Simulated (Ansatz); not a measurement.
## SnO2 (rutile structure)

**The experiment.** The Crystallography Open Database holds a measured cell of tetragonal SnO2 (space group P4_2/mnm), temperature not stated (1997, doi:10.1107/S0108768197001468): a, c = 4.737, 3.186 Å, 11.92 Å³/atom.

The computed numbers are results of r²SCAN, scalar-relativistic (no spin polarisation) in the plane-wave PAW code Ansatz at 500 eV, Γ-centred 6×6×10 mesh, 0.05 eV Gaussian smearing. The datasets are Ansatz's generated set soft_2.

Space group P4_2/mnm (No. 136). a = 4.760 Å, b = 4.760 Å, c = 3.201 Å, α = 90.00°, β = 90.00°, γ = 90.00°
```json
{"atom": "Sn", "site": "2a", "symmetry": "m.mm", "x": "0.0000", "y": "0.0000", "z": "0.0000"}
{"atom": "O", "site": "4f", "symmetry": "m.2m", "x": "0.3059", "y": "0.3059", "z": "0.0000"}
```

The start was a prototype's sites filled with these elements; the Crystallography Open Database holds the compound in this structure.

The cell above was scaled in volume, and shape and atoms were relaxed at each volume within its symmetry. Energies are counted from the cell above.

The cell is relaxed to zero pressure at this level.

```csv
V (Å³/atom),ΔE (meV/atom),P from the stress (GPa)
11.605,13.25,9.17
11.846,3.15,4.30
12.088,0.00,-0.02
12.330,2.98,-3.84
12.572,11.36,-7.19
12.934,32.59,-11.41
```

**Question.** Do the energies and the pressures agree? Compare −ΔE/ΔV between neighbouring points (1 meV/Å³ = 0.1602 GPa) with the mean of their pressures.

**Answer.** 
```csv
interval (Å³/atom),−ΔE/ΔV (GPa),mean P (GPa)
11.60 to 11.85,6.7,6.7
11.85 to 12.09,2.1,2.1
12.09 to 12.33,-2.0,-1.9
12.33 to 12.57,-5.6,-5.5
12.57 to 12.93,-9.4,-9.3
```
They differ by 0.08 GPa at most.

**Question.** What do the two routes give for V0, B0 and B0′?

**Answer.** A third-order Birch–Murnaghan fit of the energies: V0 = 12.09 Å³/atom, B0 = 203 GPa, B0′ = 5.4. A polynomial of P in ln V, with B = −dP/d ln V at P = 0: V0 = 12.09 Å³/atom, B0 = 203 GPa, B0′ = 5.2.

B0·V0 = 202.8 GPa × 12.09 Å³ = 15.30 eV/atom sets the scale: near the minimum ΔE ≈ ½ B0 V0 x², with x = V/V0 − 1, and a pressure of 2.0 GPa squeezes the volume by about 1 %. At the ends of the curve: x = −4.0 % predicts 12.1 meV/atom and the run gives 13.2; x = +7.0 % predicts 37.7 meV/atom and the run gives 32.6. The lopsidedness is anharmonic: atoms resist being pushed together more than being pulled apart.

**Comparison.** The computed cell (4.760, 3.201 Å, 12.09 Å³/atom) differs from the database's by +1.4 % in volume, about +0.5 % in length. The static lattice lacks zero-point motion and thermal expansion, roughly 0.5 to 1.3 % in volume at 300 K (room temperature assumed) by Grüneisen's rule, γ·3k_BT/(B0·V0) with γ of 1 to 2.5, so this level's own overestimate is larger than the figure, nearer 1.9 to 2.7 %.

